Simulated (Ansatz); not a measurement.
A relaxed structure of GaN is spoiled in several ways and relaxed again each time (noise and exchanges are one random draw each; pressure is positive under compression). Method: PBEsol (plane waves to 420 eV, PAW, scalar-relativistic; Ansatz, a quantum-chemistry and plane-wave program).

```cif
data_Ga6N6
_chemical_formula_sum 'Ga6 N6'
_space_group_name_H-M_alt 'P63mc'
_space_group_IT_number 186
_space_group_name_Hall 'P 6c -2c'
_cell_length_a 3.18109
_cell_length_b 3.18109
_cell_length_c 15.57260
_cell_angle_alpha 90.000
_cell_angle_beta 90.000
_cell_angle_gamma 120.000
loop_
_atom_site_label
_atom_site_type_symbol
_atom_site_symmetry_multiplicity
_atom_site_Wyckoff_symbol
_atom_site_fract_x
_atom_site_fract_y
_atom_site_fract_z
_atom_site_occupancy
Ga1 Ga 2 a 0.00000 0.00000 0.49975 1
Ga2 Ga 2 b 0.33333 0.66667 0.33329 1
Ga3 Ga 2 b 0.66667 0.33333 0.16657 1
N1 N 2 a 0.00000 0.00000 0.37464 1
N2 N 2 b 0.33333 0.66667 0.20807 1
N3 N 2 b 0.66667 0.33333 0.04138 1
```

Problem. One start gave a first pressure of -2.5 GPa and released 0.52 eV/atom. Which change was it?
(A) with every coordinate shifted by Gaussian noise of σ = 0.2 Å
(B) deformed by the Cartesian strain tensor (xx, yy, zz, yz, xz, xy) = (-0.057, -0.004, 0.185, -0.069, 0.086, 0.044)
(C) shaken by Gaussian noise of σ = 0.08 Å a coordinate
(D) with every coordinate shifted by Gaussian noise of σ = 0.1 Å

Solution. B, deformed by the Cartesian strain tensor (xx, yy, zz, yz, xz, xy) = (-0.057, -0.004, 0.185, -0.069, 0.086, 0.044). All starts:

```tsv
change	first pressure (GPa)	first V (Å³/atom)	released (eV/atom)	moves	outcome	final group	E − E(parent) (eV/atom)
with every coordinate shifted by Gaussian noise of σ = 0.2 Å	38.4	11.37	1.29	7	returns to the parent	P6₃mc	0.000
with every coordinate shifted by Gaussian noise of σ = 0.1 Å	5.8	11.37	0.27	6	returns to the parent	P6₃mc	0.000
deformed by the Cartesian strain tensor (xx, yy, zz, yz, xz, xy) = (-0.057, -0.004, 0.185, -0.069, 0.086, 0.044)	-2.5	12.49	0.52	12	returns to the parent	P6₃mc	0.000
shaken by Gaussian noise of σ = 0.08 Å a coordinate	4.6	11.37	0.14	4	returns to the parent	P6₃mc	0.000
```

First-step values come from each run's starting, coarser k-mesh (7×7×2, 7×7×1). Each cell has its own k-point mesh; energy differences are given only to the digits this allows. No spin polarisation in the result.

The first start was generated by placing the elements on the sites of a structure type. A measured structure of GaN has the same space group, P6₃mc (No. 186); the sites were not compared with it.
